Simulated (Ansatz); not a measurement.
The relaxed structure here is a generated cell of Sb: the first start was made by placing the elements on the sites of a structure type, and the end was not matched to a known phase here, so it may be hypothetical. Known forms of Sb include space group No. 166.

A relaxed structure of Sb. Space group Im-3m (No. 229), bcc (W type). Level of theory: PBEsol (plane waves to 420 eV, PAW, scalar-relativistic; Ansatz, an electronic-structure program).

Space group Im-3m (No. 229); a = 3.730 Å, b = 3.730 Å, c = 3.730 Å, α = 90.00°, β = 90.00°, γ = 90.00°

```json
[
 {"atom": "Sb", "site": "2a", "symmetry": "m-3m", "x": "0.0000", "y": "0.0000", "z": "0.0000"}
]
```
(The calculation used a cell of 1 atom; values per cell refer to that cell.)

```yaml
volume_per_atom: 25.94 Å³
band_gap: no gap (metallic)
shortest_distances: Sb–Sb 3.23 Å
k-mesh: 18×18×18
```

No spin polarisation in the result. The relaxed primitive cell holds an odd number of electrons. A magnetic state may lie lower.

The run could not lower the symmetry of its start; a shaken copy of this end point relaxes with PBEsol to Pm-3m (No. 221), 0.15 eV/atom lower.
